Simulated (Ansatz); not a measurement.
CsSnBr3:
```
CsSnBr3
1.0
    5.75269     0.00000     0.00000
    0.00000     5.75269     0.00000
    0.00000     0.00000     5.75269
Cs Sn Br
1 1 3
Direct
  0.00000   0.00000   0.00000
  0.50000   0.50000   0.50000
  0.00000   0.50000   0.50000
  0.50000   0.50000   0.00000
  0.50000   0.00000   0.50000
```

This is the PBEsol-relaxed structure.

Q: All from PBEsol in the plane-wave PAW code Ansatz, unless another level is named. Predict the electronic character.

A: no gap, with almost no states at the Fermi level (zero-gap or semimetallic).

Q: Give the formation energy from the elements (no fitted shifts).

A: -1.22 eV/atom.

Q: Predict the HSE06 gap on the PBEsol cell.

A: 0.58 eV (a hybrid on a coarse mesh can open a false gap in a semimetal).

Q: Give the gap with spin–orbit coupling.

A: none (metallic).

Space group Pm-3m (cubic perovskite). The cell was relaxed with PBEsol under the symmetry of its start. The references are the lowest solids computed at this level, not always the standard phases. Spin–orbit coupling is left out wherever it is not named.

Potentials: the later of the program's two PAW sets.
